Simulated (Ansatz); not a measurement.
**Phonon spectrum of Mg$_{5}$CdS$_{6}$**

Computed with DFT PBE, scalar-relativistic, plane waves, PAW in Ansatz. Cutoff 420 eV, 8×8×2 k-points (Γ-centred), fixed occupations. No spin polarisation. Phonons by linear response, acoustic sum rule imposed.

Equilibrium structure at this level:
```
Mg Cd S
1.0
     3.73508    0.00000    0.00000
     0.00000    3.73508    0.00000
     0.00000    0.00000   15.86395
Mg Cd S
5 1 6
Direct
  0.00000 0.00000 0.66346
  0.50000 0.50000 0.50000
  0.00000 0.00000 0.33654
  0.50000 0.50000 0.17098
  0.50000 0.50000 0.82902
  0.00000 0.00000 0.00000
  0.00000 0.00000 0.50000
  0.50000 0.50000 0.33589
  0.00000 0.00000 0.17281
  0.50000 0.50000 0.00000
  0.00000 0.00000 0.82719
  0.50000 0.50000 0.66411
```

The cell was found from a structure generator's guess, not taken from experiment. The q mesh is coarse, so values between its points are rough.

Force constants from linear response on a 2×2×1 q mesh.

(1) Is the structure dynamically stable on the q mesh?

(2) Give the frequencies (cm⁻¹) at the zone-boundary points of high symmetry (interpolated where a point lies off the q mesh).

Results:

(1) Yes, on this mesh: no mode is imaginary.

(2)
```tsv
point	q	frequencies
X	0.000 0.500 0.000	73 108 132 134 141 147 148 149 158 158 158 158 163 176 176 178 178 178 179 182 184 202 208 237 242 250 259 271 276 282 289 308 315 316 336 340
M	0.500 0.500 0.000	65 74 74 120 131 131 150 150 155 162 162 162 172 172 172 175 175 191 203 226 231 231 240 240 243 249 249 256 257 264 264 266 271 271 286 286
Z	0.000 0.000 0.500	35 35 41 41 60 72 77 77 103 103 114 114 122 122 129 193 197 202 202 204 204 206 215 215 221 221 232 232 235 235 250 274 289 303 351 385
R	0.000 0.500 0.500	74 108 129 134 141 147 149 150 153 158 158 158 167 170 176 177 177 178 179 183 196 201 217 227 242 249 258 268 279 280 293 303 313 324 336 337
A	0.500 0.500 0.500	67 74 74 132 132 135 141 148 148 151 164 164 170 170 174 176 176 192 212 229 232 232 237 237 240 253 253 253 257 261 261 267 272 272 286 286
```
